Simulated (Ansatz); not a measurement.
# Property card for Hg$_{2}$WO$_{4}$

Hg2WO4:
```yaml
crystal:
  lattice:
    - [4.37435, 5.77587, 0.00000]
    - [-4.37435, 5.77587, 0.00000]
    - [-2.05271, 0.00000, 4.47344]
  atoms:
    - { symbol: Hg, position: [0.24967, 0.53033, 0.01993] }
    - { symbol: Hg, position: [0.75033, 0.46967, 0.98007] }
    - { symbol: Hg, position: [0.53033, 0.24967, 0.48007] }
    - { symbol: Hg, position: [0.46967, 0.75033, 0.51993] }
    - { symbol: W, position: [0.90137, 0.90137, 0.25000] }
    - { symbol: W, position: [0.09863, 0.09863, 0.75000] }
    - { symbol: O, position: [0.94977, 0.66227, 0.20242] }
    - { symbol: O, position: [0.05023, 0.33773, 0.79758] }
    - { symbol: O, position: [0.66227, 0.94977, 0.29758] }
    - { symbol: O, position: [0.33773, 0.05023, 0.70242] }
    - { symbol: O, position: [0.08346, 0.81832, 0.64939] }
    - { symbol: O, position: [0.91654, 0.18168, 0.35061] }
    - { symbol: O, position: [0.81832, 0.08346, 0.85061] }
    - { symbol: O, position: [0.18168, 0.91654, 0.14939] }
```

Space group C2/c (No. 15); conventional cell a = 8.749 Å, b = 11.552 Å, c = 4.922 Å, α = γ = 90.00°, β = 114.65°.

Method: r²SCAN+D4 in the plane-wave PAW code Ansatz. Geometry: relaxed at this level of theory. Other levels are named where they apply.

**Cell and energy**

```yaml
volume_per_atom: 16.15 Å³
density: 9.54 g/cm³
Formation energy from the elements (no fitted shifts): -142 kJ/mol of atoms
```

**Electronic structure**

```yaml
band_gap: 2.11 eV (indirect)
valence_band_maximum: off the standard path, at k = (0.201, -0.201, -0.299) in fractions of the reciprocal vectors
conduction_band_minimum: off the standard path, at k = (0.401, -0.401, -0.474) in fractions of the reciprocal vectors
smallest_direct_gap_on_the_standard_path: 2.26 eV
electron_effective_mass: 0.23, 1.3, 4.3 mₑ (principal values)
hole_effective_mass: 0.38, 0.75, 1.1 mₑ (principal values)
```

**Charges**

```yaml
bader_charges: Hg +0.66, W +3.05, O -1.16 to -1.02 e
```

The first step of the workflow began from a Materials Project structure, measured or hypothetical; the Crystallography Open Database copy checked does not list it. Its standing as an ambient phase is unchecked. The cell was relaxed with r²SCAN+D4 under the symmetry of its start; whether a distortion lowers the energy is not shown. The run is not spin-polarised. No Hubbard U is applied. The references are the lowest solids computed at this level, not always the standard phases (solids in place of the gases). Scalar-relativistic: spin–orbit coupling is off unless named, which matters more the heavier the elements.

Potentials: the later of the program's two PAW sets.
